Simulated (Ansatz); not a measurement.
Does relaxation matter for the field gradients of CaO with Se replacing O?

Start: a supercell of CaO (rock salt type, Fm-3m) built from a COD entry, with all atoms left at the host's positions.

```
CELL_PARAMETERS angstrom
0.00000 7.21950 7.21950
7.21950 0.00000 7.21950
7.21950 7.21950 0.00000
ATOMIC_POSITIONS crystal
Ca 0.00000 0.00000 0.00000
Ca 0.00000 0.00000 0.33333
Ca 0.00000 0.00000 0.66667
Ca 0.00000 0.33333 0.00000
Ca 0.00000 0.33333 0.33333
Ca 0.00000 0.33333 0.66667
Ca 0.00000 0.66667 0.00000
Ca 0.00000 0.66667 0.33333
Ca 0.00000 0.66667 0.66667
Ca 0.33333 0.00000 0.00000
Ca 0.33333 0.00000 0.33333
Ca 0.33333 0.00000 0.66667
Ca 0.33333 0.33333 0.00000
Ca 0.33333 0.33333 0.33333
Ca 0.33333 0.33333 0.66667
Ca 0.33333 0.66667 0.00000
Ca 0.33333 0.66667 0.33333
Ca 0.33333 0.66667 0.66667
Ca 0.66667 0.00000 0.00000
Ca 0.66667 0.00000 0.33333
Ca 0.66667 0.00000 0.66667
Ca 0.66667 0.33333 0.00000
Ca 0.66667 0.33333 0.33333
Ca 0.66667 0.33333 0.66667
Ca 0.66667 0.66667 0.00000
Ca 0.66667 0.66667 0.33333
Ca 0.66667 0.66667 0.66667
Se 0.16667 0.16667 0.16667
O 0.16667 0.16667 0.50000
O 0.16667 0.16667 0.83333
O 0.16667 0.50000 0.16667
O 0.16667 0.50000 0.50000
O 0.16667 0.50000 0.83333
O 0.16667 0.83333 0.16667
O 0.16667 0.83333 0.50000
O 0.16667 0.83333 0.83333
O 0.50000 0.16667 0.16667
O 0.50000 0.16667 0.50000
O 0.50000 0.16667 0.83333
O 0.50000 0.50000 0.16667
O 0.50000 0.50000 0.50000
O 0.50000 0.50000 0.83333
O 0.50000 0.83333 0.16667
O 0.50000 0.83333 0.50000
O 0.50000 0.83333 0.83333
O 0.83333 0.16667 0.16667
O 0.83333 0.16667 0.50000
O 0.83333 0.16667 0.83333
O 0.83333 0.50000 0.16667
O 0.83333 0.50000 0.50000
O 0.83333 0.50000 0.83333
O 0.83333 0.83333 0.16667
O 0.83333 0.83333 0.50000
O 0.83333 0.83333 0.83333
```

Atoms are numbered from 1 in the order listed; like atoms form one site, named after its first atom.

Computed with Ansatz: DFT, PBE, plane waves and PAW, scalar-relativistic, 420 eV cutoff, Γ-centred 2×2×2 k-points, Fermi–Dirac smearing 0.01 eV.

The largest force at the start is 4.3 eV/Å. Relaxing the ions at fixed cell moves them by 0.204 Å at most (atom 5, Ca) and 0.073 Å rms.

| site | atom | moved (Å) | first shell before | first shell after | V_zz before (10²¹ V/m²) | η before |
| --- | --- | --- | --- | --- | --- | --- |
| Ca1 | 1 | 0.006 | 6 O at 2.41 Å | 6 O at 2.40–2.41 Å | -0.020 | 0.00 |
| Ca2 | 2 | 0.204 | 5 O at 2.41 Å, 1 Se at 2.41 Å | 5 O at 2.25–2.44 Å, 1 Se at 2.61 Å | -2.07 | 0.00 |
| Ca6 | 6 | 0.009 | 6 O at 2.41 Å | 6 O at 2.37–2.41 Å | -0.014 | 0.40 |
| Se | 28 | 0.000 | 6 Ca at 2.41 Å | 6 Ca at 2.61 Å | 0.00 | – |
| O29 | 29 | 0.046 | 6 Ca at 2.41 Å | 6 Ca at 2.37–2.44 Å | 0.20 | 0.77 |
| O42 | 42 | 0.048 | 6 Ca at 2.41 Å | 6 Ca at 2.25–2.41 Å | -0.066 | 0.00 |

(1) What are V_zz and η after the relaxation?

## Answers

(1) 

```csv
site,atom,V_zz after,η after,change of V_zz
Ca1,1,0.23,0.00,+0.25
Ca2,2,-3.25,0.00,-1.18
Ca6,6,-0.63,0.87,–
Se,28,0.00,–,0.00
O29,29,-0.70,0.69,-0.90
O42,42,-1.21,0.00,-1.15
```

The largest change of V_zz along a kept axis is on Ca2, from -2.07 to -3.25. Small gradients that grow severalfold: O42 (-0.066 to -1.21). In per cent, |V_zz| changes by +57 on Ca (all sites that start above 0.5). V_zz changes sign on O29 (same axis), Ca1 (same axis). On Ca6 the largest principal value lies along another axis in the second run, so the two V_zz can't be compared directly. Other sites with |V_zz| of 0.02 or less aren't listed.

The defect repeats with the cell of 54 atoms, so it feels its images: sites between two images don't show the values beside a lone defect, and zeros or small values of η there can come from the images' arrangement.
Before: The cell keeps the host's lattice, where the PBE pressure is 6 GPa. The neighbours have not yet relaxed around the defect (largest force 4.3 eV/Å), so the values at and beside it are those of a strained start, not of the defect in a real crystal.
After: The relaxation keeps the site symmetry m-3m of the start, so the impurity can't leave its site; a start off the site could end lower.
